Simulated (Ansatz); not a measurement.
Cr2C:
```yaml
crystal:
  lattice:
    - [2.79676, 0.00000, 0.00000]
    - [-1.39838, 2.42206, 0.00000]
    - [0.00000, 0.00000, 4.21449]
  atoms:
    - { symbol: Cr, position: [0.66667, 0.33333, 0.24683] }
    - { symbol: Cr, position: [0.33333, 0.66667, 0.75317] }
    - { symbol: C, position: [0.00000, 0.00000, 0.50000] }
```

Relaxed with PBEsol. Special points in fractions of this cell's reciprocal vectors: Γ (0.000, 0.000, 0.000); M (0.500, 0.000, 0.000); K (0.333, 0.333, 0.000); A (0.000, 0.000, 0.500); L (0.500, 0.000, 0.500); H (0.333, 0.333, 0.500).

Problem. List the band energies nearest the Fermi level at these points for the program Ansatz at the PBEsol level (PAW).

Solution. In eV from the Fermi level; about four levels below and three above (degenerate sets whole), none deeper than 8.9 eV; points with the same levels are listed once.

| k | below | above |
|---|---|---|
| Γ | -0.91 -0.91 -0.87 -0.80 -0.80 | 0.39 0.39 2.53 |
| M | -4.50 -3.89 -2.50 -1.06 | 0.72 1.09 1.45 |
| K | -4.30 -3.09 -2.41 -2.41 | 1.02 1.02 1.14 |
| A | -2.01 -1.62 -1.52 -1.52 | 0.36 0.36 0.75 0.75 |
| L | -2.86 -2.05 -1.23 -0.38 | 0.64 0.88 1.13 |
| H | -1.91 -1.91 -1.91 -0.30 | 0.46 0.46 2.26 2.26 |

Space group P-3m1. The first step of the workflow began from a Materials Project structure, measured or hypothetical; the Crystallography Open Database copy checked does not list it. Its standing as an ambient phase is unchecked. Symmetry was held in the PBEsol relaxation; of distortions, only those at the zone centre were tested. The run is not spin-polarised.

Potentials: the later of the program's two PAW sets.
